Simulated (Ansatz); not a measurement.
Input for Ansatz (plane-wave DFT, PAW):

```yaml
crystal:
  lattice:
    - [0.0, 3.3744548412, 3.3744548412]
    - [3.3744548412, 0.0, 3.3744548412]
    - [3.3744548412, 3.3744548412, 0.0]
  atoms:
    - { symbol: Hf, position: [0.5, 0.5, 0.5], spin: -0.3 }
    - { symbol: Hf, position: [0.75, 0.75, 0.75], spin: -0.3 }
    - { symbol: Co, position: [0.125, 0.125, 0.125], spin: 1.48 }
    - { symbol: Co, position: [0.625, 0.125, 0.125], spin: 1.48 }
    - { symbol: Co, position: [0.125, 0.125, 0.625], spin: 1.48 }
    - { symbol: Co, position: [0.125, 0.625, 0.125], spin: 1.48 }
basis:
  ecutwfc: 500
kpoints:
  mp_grid: { grid: [10, 10, 10] }
hamiltonian:
  xc: r2scan
scf:
  occupations: { method: gaussian, width: 0.1 }
output:
  forces: true
  stress: true
  eigenvalues: true
  populations: true
magnetization:
  spin_polarized: true
```

Run as
```bash
ansatz run input.yaml --threads 1 --pin off --max-ram 2560MiB --backend cpu --events-out ev --progress --plain --runs-dir out
```

Method: Ansatz 0.2.0, DFT r2SCAN, scalar-relativistic, plane waves, PAW.

Abridged output:

```
Pseudopotentials: kind: paw
Pseudopotential: Hf, paw, valence charge 26, recommended cutoff 500 eV (meta_gga)
Pseudopotential: Co, paw, valence charge 17, recommended cutoff 500 eV (meta_gga)
Functional definition: r2SCAN
Crystal: 6 atoms, lattice volume = 76.849 Å³
Basis set: ecut = 500 eV, 1917 PW (Γ), exchange–correlation on 144×144×144 points (64 copies of the dense FFT grid, shifted against one another)
Bands: 76, of which v1, the nominal top of the filled ones, is band 60 counted from 1 (59 counted from 0)
Symmetry: 48 space group operations
Space group: Fd-3m (ITA 227), of the structure as read, at distance tolerance 4.3e-5 Å
Magnetic group: BNS 227.128 (UNI 1630), of the structure as read, at distance tolerance 4.3e-5 Å
k-points: 47 of 1000
Initial density: superposition of atomic densities (chi_scale 0.1, normalization cell, long waves kept (reshape's long-wave potential 0.00 eV rms))
Starting moments: Σ|m| = 6.52 μB on 6 of 6 sites
Initial wavefunctions: pseudopotential atomic-orbital guess
Functional: x = r2scan, c = r2scan; τ floored in thin density (d = 2e-4 eV/Å³)
SCF iter   1: F=—  HF=-51998.422806 eV  |F-HF|=—  |Δ(HF+E_count)|=         —  Δρ=1.32e-1 (↑1.15e-1 ↓1.32e-1) dr2=3.14e1  dr2_τ=1.05e-1  dr2_m=1.36e-1  M=4.603 μB ∫|m|=6.358 μB  β_m=1.00  ethr=3.10e-3  ⟨swp⟩=5.3  Hψ=21268  notcnv=0  defer=50
Mixer restart at iter 1: flushing history
spin=Collinear: Kerker preconditioning applied to the charge; magnetization (m = ρ↑ − ρ↓) channel mixes plain (no charge-response kernel on spin).
SCF iter   2: F=—  HF=-51990.058151 eV  |F-HF|=—  |Δ(HF+E_count)|=    8.36e0  Δρ=3.73e-2 (↑1.72e-2 ↓3.73e-2) dr2=1.70e0  dr2_τ=1.98e-1  dr2_m=1.22e-1  M=4.596 μB ∫|m|=6.803 μB  β_m=1.00  ethr=3.10e-3  ⟨swp⟩=3.0  Hψ=15470  notcnv=0  defer=655  κ⁻¹=1.0e0(r=1)
SCF iter   3: F=—  HF=-51990.720155 eV  |F-HF|=—  |Δ(HF+E_count)|=   6.62e-1  Δρ=1.55e-2 (↑1.35e-2 ↓1.55e-2) dr2=2.88e-1  dr2_τ=7.25e-3  dr2_m=2.83e-3  M=4.474 μB ∫|m|=6.902 μB  β_m=1.00  ethr=1.42e-3  ⟨swp⟩=2.0  Hψ=8938  notcnv=0  defer=697  κ⁻¹=2.4e-2(r=2)
SCF iter   4: F=—  HF=-51991.535030 eV  |F-HF|=—  |Δ(HF+E_count)|=         —  Δρ=2.70e-2 (↑1.20e-2 ↓2.70e-2) dr2=7.59e-1  dr2_τ=5.54e-3  dr2_m=6.93e-2  M=4.650 μB ∫|m|=7.240 μB  β_m=1.00  ethr=2.40e-4  ⟨swp⟩=2.5  Hψ=10079  notcnv=0  defer=697
Mixer restart at iter 4: flushing history
SCF iter   5: F=—  HF=-51993.492711 eV  |F-HF|=—  |Δ(HF+E_count)|=    1.96e0  Δρ=8.48e-2 (↑4.71e-2 ↓8.48e-2) dr2=9.74e0  dr2_τ=3.66e-2  dr2_m=2.82e-1  M=3.977 μB ∫|m|=6.422 μB  β_m=1.00  ethr=4.17e-5  ⟨swp⟩=3.0  Hψ=15246  notcnv=0  defer=697
SCF iter   6: F=—  HF=-51993.751668 eV  |F-HF|=—  |Δ(HF+E_count)|=   2.59e-1  Δρ=3.00e-2 (↑1.89e-2 ↓3.00e-2) dr2=2.27e0  dr2_τ=5.35e-2  dr2_m=2.33e-2  M=3.939 μB ∫|m|=6.166 μB  β_m=1.00  ethr=4.17e-5  ⟨swp⟩=3.1  Hψ=17452  notcnv=0  defer=744  κ⁻¹=1.0e0(r=1)
SCF iter   7: F=—  HF=-51993.961712 eV  |F-HF|=—  |Δ(HF+E_count)|=   2.10e-1  Δρ=1.05e-2 (↑9.49e-3 ↓1.05e-2) dr2=7.37e-1  dr2_τ=2.18e-3  dr2_m=3.85e-4  M=3.916 μB ∫|m|=5.938 μB  β_m=1.00  ethr=4.17e-5  ⟨swp⟩=2.8  Hψ=14443  notcnv=0  defer=750  κ⁻¹=2.6e-2(r=2)
SCF iter   8: F=—  HF=-51993.841549 eV  |F-HF|=—  |Δ(HF+E_count)|=   1.20e-1  Δρ=6.69e-3 (↑6.69e-3 ↓6.55e-3) dr2=2.85e-1  dr2_τ=2.94e-3  dr2_m=4.62e-4  M=3.901 μB ∫|m|=5.840 μB  β_m=1.00  ethr=4.17e-5  ⟨swp⟩=2.0  Hψ=12359  notcnv=0  defer=752  κ⁻¹=5.1e-3(r=3)
SCF iter   9: F=—  HF=-51993.584305 eV  |F-HF|=—  |Δ(HF+E_count)|=   2.57e-1  Δρ=1.41e-2 (↑9.85e-3 ↓1.41e-2) dr2=3.07e-1  dr2_τ=1.33e-3  dr2_m=3.56e-3  M=3.905 μB ∫|m|=5.831 μB  β_m=1.00  ethr=4.17e-5  ⟨swp⟩=2.5  Hψ=14857  notcnv=0  defer=752  κ⁻¹=3.8e-5(r=4)
SCF iter  10: F=—  HF=-51993.810099 eV  |F-HF|=—  |Δ(HF+E_count)|=   2.26e-1  Δρ=3.79e-3 (↑2.82e-3 ↓3.79e-3) dr2=2.32e-2  dr2_τ=9.87e-5  dr2_m=1.87e-4  M=3.936 μB ∫|m|=6.041 μB  β_m=1.00  ethr=4.17e-5  ⟨swp⟩=2.0  Hψ=14253  notcnv=0  defer=755  κ⁻¹=1.9e-5(r=5)
SCF iter  11: F=—  HF=-51993.819162 eV  |F-HF|=—  |Δ(HF+E_count)|=   9.06e-3  Δρ=8.05e-4 (↑8.05e-4 ↓7.76e-4) dr2=1.35e-3  dr2_τ=1.81e-5  dr2_m=7.42e-6  M=3.949 μB ∫|m|=6.112 μB  β_m=1.00  ethr=1.93e-5  ⟨swp⟩=2.0  Hψ=11347  notcnv=0  defer=741  κ⁻¹=1.4e-5(r=6)
SCF iter  12: F=—  HF=-51993.817223 eV  |F-HF|=—  |Δ(HF+E_count)|=   1.94e-3  Δρ=1.63e-3 (↑1.09e-3 ↓1.63e-3) dr2=3.50e-3  dr2_τ=1.80e-5  dr2_m=6.91e-5  M=3.953 μB ∫|m|=6.112 μB  β_m=1.00  ethr=1.12e-6  ⟨swp⟩=2.0  Hψ=13046  notcnv=0  defer=741  κ⁻¹=3.4e-6(r=7)
SCF iter  13: F=—  HF=-51993.819411 eV  |F-HF|=—  |Δ(HF+E_count)|=   2.19e-3  Δρ=3.16e-4 (↑2.74e-4 ↓3.16e-4) dr2=1.76e-4  dr2_τ=7.84e-7  dr2_m=1.78e-6  M=3.947 μB ∫|m|=6.081 μB  β_m=1.00  ethr=1.12e-6  ⟨swp⟩=2.0  Hψ=12828  notcnv=0  defer=741  κ⁻¹=1.0e-6(r=8)
SCF iter  14: F=—  HF=-51993.819334 eV  |F-HF|=—  |Δ(HF+E_count)|=   7.66e-5  Δρ=9.80e-5 (↑9.80e-5 ↓8.81e-5) dr2=1.02e-5  dr2_τ=2.48e-7  dr2_m=3.76e-6  M=3.947 μB ∫|m|=6.083 μB  β_m=1.00  ethr=1.47e-7  ⟨swp⟩=2.0  Hψ=8461  notcnv=0  defer=741  κ⁻¹=8.8e-7(r=8)
SCF iter  15: F=—  HF=-51993.819385 eV  |F-HF|=—  |Δ(HF+E_count)|=   5.09e-5  Δρ=1.45e-4 (↑1.20e-4 ↓1.45e-4) dr2=4.96e-5  dr2_τ=2.95e-7  dr2_m=2.37e-7  M=3.947 μB ∫|m|=6.091 μB  β_m=1.00  ethr=8.47e-9  ⟨swp⟩=2.5  Hψ=13131  notcnv=0  defer=741  κ⁻¹=9.1e-7(r=8)
SCF iter  16: F=—  HF=-51993.819379 eV  |F-HF|=—  |Δ(HF+E_count)|=   5.93e-6  Δρ=5.58e-5 (↑4.35e-5 ↓5.58e-5) dr2=4.68e-6  dr2_τ=2.24e-8  dr2_m=4.79e-8  M=3.947 μB ∫|m|=6.091 μB  β_m=1.00  ethr=8.47e-9  ⟨swp⟩=2.0  Hψ=11662  notcnv=0  defer=741  κ⁻¹=1.6e-7(r=8)
SCF iter  17: F=—  HF=-51993.819382 eV  |F-HF|=—  |Δ(HF+E_count)|=   2.18e-6  Δρ=2.97e-5 (↑1.81e-5 ↓2.97e-5) dr2=1.20e-6  dr2_τ=1.73e-8  dr2_m=5.95e-8  M=3.947 μB ∫|m|=6.091 μB  β_m=1.00  ethr=3.90e-9  ⟨swp⟩=2.0  Hψ=11587  notcnv=0  defer=741  κ⁻¹=3.3e-7(r=8)
SCF iter  18: F=—  HF=-51993.819382 eV  |F-HF|=—  |Δ(HF+E_count)|=   3.38e-7  Δρ=2.69e-5 (↑1.89e-5 ↓2.69e-5) dr2=1.09e-6  dr2_τ=7.88e-9  dr2_m=1.88e-8  M=3.947 μB ∫|m|=6.091 μB  β_m=1.00  ethr=9.99e-10  ⟨swp⟩=2.1  Hψ=9084  notcnv=0  defer=741  κ⁻¹=1.1e-6(r=8)
SCF iter  19: F=—  HF=-51993.819382 eV  |F-HF|=—  |Δ(HF+E_count)|=   3.42e-7  Δρ=1.84e-5 (↑4.75e-6 ↓1.84e-5) dr2=3.67e-7  dr2_τ=2.19e-9  dr2_m=3.95e-8  M=3.947 μB ∫|m|=6.090 μB  β_m=1.00  ethr=9.09e-10  ⟨swp⟩=2.0  Hψ=12820  notcnv=0  defer=741  κ⁻¹=5.4e-7(r=8)
SCF iter  20: F=—  HF=-51993.819382 eV  |F-HF|=—  |Δ(HF+E_count)|=   1.50e-7  Δρ=6.09e-6 (↑3.55e-6 ↓6.09e-6) dr2=6.16e-8  dr2_τ=3.95e-10  dr2_m=1.32e-9  M=3.947 μB ∫|m|=6.091 μB  β_m=1.00  ethr=3.06e-10  ⟨swp⟩=2.0  Hψ=8833  notcnv=0  defer=741  κ⁻¹=2.1e-6(r=8)
SCF iter  21: F=-51993.819382 eV  HF=-51993.819382 eV  |F-HF|=4.65e-8  |Δ(HF+E_count)|=   8.28e-8  Δρ=4.58e-6 (↑4.58e-6 ↓4.38e-6) dr2=6.03e-8  dr2_τ=2.33e-10  dr2_m=1.39e-10  M=3.947 μB ∫|m|=6.091 μB  ethr=5.13e-11  ⟨swp⟩=8.8  Hψ=28355  notcnv=0
SCF 1 converged in 21 iterations: F = -51993.819382 eV  dr2 = 6.03e-8
this state was not tested for a lower state beside it, because the mixer in use, unlike msr1, does not test its closes by its own steps (another_mixer; see scf.mixing.algorithm and scf.lower_state_search)
SCF converged after 21 iterations
Magnetization: 3.9469 μB (61.9735 up, 58.0265 down)
Absolute magnetization: 6.0962 μB (∫|ρ↑−ρ↓|, with the PAW one-centre terms)
Spin contamination: 0.4761 ħ² per cell (⟨S²⟩ above its minimum at these occupations)
Per-site moments (μB) at R_I (Å): [(-0.22401299, 1.15415443), (-0.22401299, 1.15415443), (1.25021948, 0.98426620), (1.25021948, 0.98426620), (1.25021948, 0.98426620), (1.25021948, 0.98426620)]
Free energy (F): -51993.819382 eV
Harris-Foulkes:  -51993.819382 eV  (|F-HF|=4.65e-8)
Internal energy: -51993.807050 eV  (E = F + TS)
E sigma→0 (E₀):  -51993.813216 eV
Entropy (-TS):   -0.012332 eV (-2.055 meV/atom)
Fermi energy:    22.505744 eV
--- Per-component energies (eV) ---
  E_band       = -648.231534
  E_kinetic    = 2688.900250
  E_local      = -19815.748622  (includes V_loc(G=0)·N_el)
  E_nonlocal   = -681.405721
  E_hartree    = 8891.060709
  E_xc         = -1207.524807
  E_vxc        = -1521.519782  (∫ρ·V_xc dr)
  E_paw        = -19998.475891  (= ΣΔE_a)
  E_vpaw       = 810.597460  (= ΣTr[D̂ρ^β])
  E_aug_tail   = 0.000133  (compensation charges beyond the density's cutoff)
  E_vtau       = 88.802140  (kinetic-family band-sum trace: ∫τ·v_τ [+ j·A + Jᵃ·Aᵃ] dr)
  E_ewald      = -21870.075319
  E_core_change = -0.537781  (= ΣΔE_core)
  E_smearing   = -0.012332  (= −TS)
--- Forces (eV/Å), atoms counted from 1 ---
  atom   1  Hf     0.00000000     0.00000000     0.00000000
  atom   2  Hf     0.00000000     0.00000000     0.00000000
  atom   3  Co     0.00000000     0.00000000     0.00000000
  atom   4  Co     0.00000000     0.00000000     0.00000000
  atom   5  Co     0.00000000     0.00000000     0.00000000
  atom   6  Co     0.00000000     0.00000000     0.00000000
--- Stress (GPa, compression-positive) ---
       13.128038       0.000000       0.000000
        0.000000      13.128038       0.000000
        0.000000       0.000000      13.128038
  P = ⅓ Tr σ = 13.1280 GPa (131.280 kbar)
--- Band table (eV; the first three rows and the last of 94) ---
  k-point 0 ↑: bands = ["-77.3866", "-77.3272", "-77.3272", "-77.3272", "-41.0439", "-40.9258", "-39.4408", "-39.2557", "-39.2557", "-39.2557", "-39.1995", "-39.1995", "-39.0558", "-39.0558", "-39.0558", "-39.0093", "-39.0093", "-39.0093", "-9.2866", "-9.2866", "-9.2866", "-8.8262", "-8.8262", "-8.8262", "10.5011", "10.5170", "10.5170", "10.5170", "10.5241", "10.5241", "10.5241", "10.5638", "10.5638", "10.5638", "10.5825", "10.5825", "10.5825", "10.5928", "13.2029", "16.8951", "17.3777", "17.3777", "17.3777", "18.3919", "18.3919", "18.3919", "18.6430", "18.6430", "20.2456", "20.2456", "20.3126", "20.3126", "20.3126", "20.4453", "20.4453", "20.6347", "20.6347", "20.6347", "21.6613", "21.6613" ...
  k-point 1 ↑: bands = ["-77.3856", "-77.3283", "-77.3272", "-77.3272", "-41.0421", "-40.9280", "-39.4344", "-39.2536", "-39.2528", "-39.2528", "-39.1980", "-39.1980", "-39.0591", "-39.0591", "-39.0558", "-39.0177", "-39.0105", "-39.0105", "-9.2918", "-9.2918", "-9.2857", "-8.8289", "-8.8206", "-8.8206", "10.5020", "10.5147", "10.5147", "10.5169", "10.5245", "10.5282", "10.5282", "10.5618", "10.5618", "10.5634", "10.5822", "10.5822", "10.5826", "10.5916", "13.3410", "16.9351", "17.3992", "17.3992", "17.4064", "18.3127", "18.3891", "18.3891", "18.6658", "18.6658", "20.1151", "20.1151", "20.2164", "20.2164", "20.3080", "20.3963", "20.3963", "20.5222", "20.8560", "20.8560", "21.4956", "21.5427" ...
  k-point 2 ↑: bands = ["-77.3825", "-77.3313", "-77.3272", "-77.3272", "-41.0369", "-40.9341", "-39.4169", "-39.2466", "-39.2454", "-39.2454", "-39.1926", "-39.1926", "-39.0693", "-39.0693", "-39.0558", "-39.0420", "-39.0133", "-39.0133", "-9.3048", "-9.3048", "-9.2851", "-8.8340", "-8.8067", "-8.8067", "10.5045", "10.5129", "10.5129", "10.5165", "10.5256", "10.5344", "10.5344", "10.5572", "10.5572", "10.5622", "10.5806", "10.5806", "10.5826", "10.5887", "13.7430", "17.0025", "17.4609", "17.4609", "17.5010", "18.1098", "18.3989", "18.3989", "18.7345", "18.7345", "19.8683", "19.8683", "20.0402", "20.0402", "20.1739", "20.2961", "20.3346", "20.3346", "20.9521", "20.9521", "20.9580", "21.7800" ...
  k-point 46 ↓: bands = ["-75.3454", "-75.3454", "-75.3132", "-75.3132", "-41.1059", "-41.1059", "-37.2941", "-37.2941", "-37.2369", "-37.2369", "-37.1784", "-37.1784", "-37.1741", "-37.1741", "-37.1171", "-37.1171", "-37.0291", "-37.0291", "-9.5835", "-9.5835", "-9.2395", "-9.2395", "-8.8846", "-8.8846", "10.4759", "10.4759", "10.4925", "10.4925", "10.4957", "10.4957", "10.5147", "10.5147", "10.5233", "10.5233", "10.5372", "10.5372", "10.5459", "10.5459", "16.6222", "16.6222", "17.5625", "17.5625", "19.0282", "19.0282", "19.3452", "19.3452", "20.0566", "20.0566", "20.2050", "20.2050", "20.5096", "20.5096", "20.7099", "20.7099", "21.0172", "21.0172", "21.7933", "21.7933", "23.1071", "23.1071 ...
--- Löwdin populations: 6 sites ---
  site symbol q [e]    m [muB]
     0     Hf     26.1641    -0.3765
     1     Hf     26.1641    -0.3765
     2     Co     16.6568     1.2343
     3     Co     16.6568     1.2343
     4     Co     16.6568     1.2343
     5     Co     16.6568     1.2343
  spilling = 0.008704 (of n_electrons = 120.000000)
```

The calculation finished and met its thresholds.

Time: 3.4 min on 1 thread of Arm Neoverse V1 (shared host), peak memory 0.93 GiB.

The state reached may not be the lowest one. Spin-orbit coupling is left out, which matters for the bands of heavy elements.